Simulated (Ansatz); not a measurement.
An Ansatz (an electronic-structure program) input:

Ansatz 0.2 input:
```yaml
crystal:
  lattice:
    - [7.046948139, 6.8271882526, 0.0]
    - [-7.046948139, 6.8271882526, 0.0]
    - [-1.5948145954, 0.0, 7.2664427563]
  atoms:
    - { symbol: Si, position: [0.1644511197, 0.3865133154, 0.917904173] }
    - { symbol: Si, position: [0.8355488803, 0.6134866846, 0.082095827] }
    - { symbol: Si, position: [0.3865133154, 0.1644511197, 0.082095827] }
    - { symbol: Si, position: [0.6134866846, 0.8355488803, 0.917904173] }
    - { symbol: Si, position: [0.1592988475, 0.6158994736, 0.1578549721] }
    - { symbol: Si, position: [0.8407011525, 0.3841005264, 0.8421450279] }
    - { symbol: Si, position: [0.6158994736, 0.1592988475, 0.8421450279] }
    - { symbol: Si, position: [0.3841005264, 0.8407011525, 0.1578549721] }
    - { symbol: Si, position: [0.287164244, 0.4861811428, 0.5520309143] }
    - { symbol: Si, position: [0.712835756, 0.5138188572, 0.4479690857] }
    - { symbol: Si, position: [0.4861811428, 0.287164244, 0.4479690857] }
    - { symbol: Si, position: [0.5138188572, 0.712835756, 0.5520309143] }
    - { symbol: O, position: [0.2455140849, 0.2455140849, 0.0] }
    - { symbol: O, position: [0.7544859151, 0.7544859151, 0.0] }
    - { symbol: O, position: [0.2107829645, 0.499614982, 0.0522870173] }
    - { symbol: O, position: [0.7892170355, 0.500385018, 0.9477129827] }
    - { symbol: O, position: [0.499614982, 0.2107829645, 0.9477129827] }
    - { symbol: O, position: [0.500385018, 0.7892170355, 0.0522870173] }
    - { symbol: O, position: [0.9980018433, 0.6451878159, 0.0917369085] }
    - { symbol: O, position: [0.0019981567, 0.3548121841, 0.9082630915] }
    - { symbol: O, position: [0.6451878159, 0.9980018433, 0.9082630915] }
    - { symbol: O, position: [0.3548121841, 0.0019981567, 0.0917369085] }
    - { symbol: O, position: [0.7570930222, 0.2429069778, 0.8911944352] }
    - { symbol: O, position: [0.2429069778, 0.7570930222, 0.1088055648] }
    - { symbol: O, position: [0.6508736898, 0.6508736898, 0.5] }
    - { symbol: O, position: [0.3491263102, 0.3491263102, 0.5] }
    - { symbol: O, position: [0.41262705, 0.58737295, 0.6167191163] }
    - { symbol: O, position: [0.58737295, 0.41262705, 0.3832808837] }
    - { symbol: O, position: [0.4358683907, 0.8129123928, 0.3767357473] }
    - { symbol: O, position: [0.5641316093, 0.1870876072, 0.6232642527] }
    - { symbol: O, position: [0.8129123928, 0.4358683907, 0.6232642527] }
    - { symbol: O, position: [0.1870876072, 0.5641316093, 0.3767357473] }
    - { symbol: O, position: [0.5558133485, 0.8024075478, 0.7149613893] }
    - { symbol: O, position: [0.4441866515, 0.1975924522, 0.2850386107] }
    - { symbol: O, position: [0.8024075478, 0.5558133485, 0.2850386107] }
    - { symbol: O, position: [0.1975924522, 0.4441866515, 0.7149613893] }
kpoints:
  mp_grid: { grid: [2, 2, 3] }
hamiltonian:
  xc: hse06
  pseudopotentials: { azcp: { folder: ./paw }, kind: paw }
scf:
  n_extra_bands: 36
  occupations: { method: fixed }
output:
  eigenvalues: true
  eigenstates:
    e_range: [-9.0, 17.8]
    kpoints:
      - [0.229167, -0.229167, 0.375]  # VBM
      - [0.0, 0.0, 0.0]  # CBM
      - [0.0, 0.0, 0.0]  # GAMMA
      - [-0.5, 0.5, 0.0]  # Y_2
      - [0.0, 0.0, 0.5]  # A
      - [-0.5, 0.5, 0.5]  # M_2
      - [0.0, 0.5, 0.0]  # V_2
      - [0.0, 0.5, 0.5]  # L_2
      - [0.4959536896, 0.4959536896, 0.0]  # C
      - [-0.4959536896, 0.5040463104, 0.0]  # C_2
      - [-0.3960643426, 0.6039356574, 0.5]  # D
      - [0.3960643426, 0.3960643426, 0.5]  # D_2
```

**Question.** How many symmetry operations and irreducible k-points will the run report?

**Answer.** 4 operations, 6 of 12 k-points.

**Question.** With a cutoff of 420 eV, how many plane waves at Γ?

**Answer.** 13675.

It took roughly 70 core-minutes on shared server cores.

The points marked VBM and CBM come from a semilocal run.

Space group C2/m. The workflow started from a Materials Project entry (that database holds measured and hypothetical structures alike); the Crystallography Open Database files this formula in space group No. 12, but the cells were not matched. It is not the phase usual at ambient conditions (space group No. 92, 152, 154). Symmetry was held in the r²SCAN relaxation; its stability against distortions is not shown here.

Potentials: the earlier of the program's two PAW sets. The files were generated under PBE; for other functionals the program regenerates the frozen cores, and for LDA and PBEsol the local potential too.

Ansatz is a plane-wave DFT program.
